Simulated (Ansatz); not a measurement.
Relaxation of a generated cell, SiNi placed in the AFLOW prototype AB_oI4_44_a_b (as in GaAs); 2 atoms in the cell, which starts as Imm2 (No. 44), oI4; a = 4.4817 Å, b = 4.6033 Å, c = 2.4654 Å, α = β = γ = 90.00°. All values below come from r2SCAN (plane waves to 500 eV, PAW, scalar-relativistic; Ansatz, a first-principles code). Γ-centred k-mesh 11×11×11 on the run's cell (coarser than for final values), Fermi–Dirac smearing 0.05 eV. This is the first round of the run. Spin-polarised start, with parallel moments on Ni.

The optimiser's lines from the output (shortened; P is positive under compression):

```
relax step   1: F+E_penalty+E_count = -6483.99446871 eV  Δ(F+E_penalty+E_count) = +0.000e0 eV  max|allowed force component| = 2.006e-2 eV/Å  Δτ_max = 0.0000 Å  P = -2.781 GPa  Ω = 25.431 Å³  (18 SCF iters, dr2 threshold 1.00e-7 eV, accepted)
relax step   2: F+E_penalty+E_count = -6484.16769323 eV  Δ(F+E_penalty+E_count) = -1.732e-1 eV  max|allowed force component| = 1.794e-1 eV/Å  Δτ_max = 0.0155 Å  P = -1.695 GPa  Ω = 24.899 Å³  (13 SCF iters, dr2 threshold 2.00e-7 eV, accepted)
relax step   3: F+E_penalty+E_count = -6484.32615954 eV  Δ(F+E_penalty+E_count) = -1.585e-1 eV  max|allowed force component| = 2.610e-1 eV/Å  Δτ_max = 0.0212 Å  P = -1.189 GPa  Ω = 24.689 Å³  (13 SCF iters, dr2 threshold 2.00e-7 eV, accepted)
relax step   4: F+E_penalty+E_count = -6484.50025740 eV  Δ(F+E_penalty+E_count) = -1.741e-1 eV  max|allowed force component| = 3.651e-2 eV/Å  Δτ_max = 0.0597 Å  P = +2.507 GPa  Ω = 24.413 Å³  (14 SCF iters, dr2 threshold 2.00e-7 eV, accepted)
relax step   5: F+E_penalty+E_count = -6484.54016633 eV  Δ(F+E_penalty+E_count) = -3.991e-2 eV  max|allowed force component| = 5.914e-3 eV/Å  Δτ_max = 0.0033 Å  P = +0.167 GPa  Ω = 25.190 Å³  (13 SCF iters, dr2 threshold 2.00e-7 eV, accepted)
relax step   6: F+E_penalty+E_count = -6484.54282623 eV  Δ(F+E_penalty+E_count) = -2.660e-3 eV  max|allowed force component| = 8.546e-4 eV/Å  Δτ_max = 0.0005 Å  P = +0.069 GPa  Ω = 25.485 Å³  (12 SCF iters, dr2 threshold 2.00e-7 eV, accepted)
relax step   7: F+E_penalty+E_count = -6484.54305740 eV  Δ(F+E_penalty+E_count) = -2.312e-4 eV  max|allowed force component| = 6.185e-4 eV/Å  Δτ_max = 0.0001 Å  P = -0.015 GPa  Ω = 25.444 Å³  (10 SCF iters, dr2 threshold 2.00e-7 eV, accepted)
relax step   8: F+E_penalty+E_count = -6484.54305995 eV  Δ(F+E_penalty+E_count) = -2.551e-6 eV  max|allowed force component| = 7.574e-5 eV/Å  Δτ_max = 0.0001 Å  P = -0.004 GPa  Ω = 25.445 Å³  (7 SCF iters, dr2 threshold 2.02e-8 eV, accepted)
relax step   9: F+E_penalty+E_count = -6484.54378066 eV  Δ(F+E_penalty+E_count) = -7.207e-4 eV  max|allowed force component| = 7.576e-5 eV/Å  Δτ_max = 0.0000 Å  P = +0.000 GPa  Ω = 25.445 Å³  stress off target by 3.24e-2 GPa  SCF on the basis re-selected at this cell (its energy is not comparable with the rows above)  (14 SCF iters)
relax step  10: F+E_penalty+E_count = -6484.54377970 eV  Δ(F+E_penalty+E_count) = +9.610e-7 eV  max|allowed force component| = 2.264e-5 eV/Å  Δτ_max = 0.0000 Å  P = +0.000 GPa  Ω = 25.448 Å³  (7 SCF iters, dr2 threshold 2.63e-9 eV, accepted)
relax step  11: F+E_penalty+E_count = -6484.54378304 eV  Δ(F+E_penalty+E_count) = -3.346e-6 eV  max|allowed force component| = 2.266e-5 eV/Å  Δτ_max = 0.0000 Å  P = +0.000 GPa  Ω = 25.448 Å³  stress off target by 2.13e-3 GPa  SCF on the basis re-selected at this cell (its energy is not comparable with the rows above)  (12 SCF iters)
```

From the first to the last row the energy changes by -0.27 eV/atom and the volume by +0.1 %. The last row is marked as not comparable with the walk above it, whose basis was carried along; it does compare with step 1, since both stand on a basis selected at the nominal cutoff for their own cell.

Later rounds, restarted from the end of this one on a renewed k-mesh, logged 6 more steps and released under 0.01 eV/atom more. The final structure after all rounds: Immm (No. 71), oI4; a = 2.4772 Å, b = 3.8885 Å, c = 5.2770 Å, α = 90.00°, β = 90.00°, γ = 90.00°. Between re-selections the logged energies stand on a plane-wave basis carried along with the cell. No spin polarisation in the result: the starting moments vanished. A magnetic state may lie lower.

The run could not lose the symmetry of its start, so the end can be a saddle point.

The relaxed structure here is a generated cell of SiNi: the first start was made by placing the elements on the sites of a structure type, and the end was not matched to a known phase here, so it may be hypothetical. Known forms of SiNi include space group No. 62.
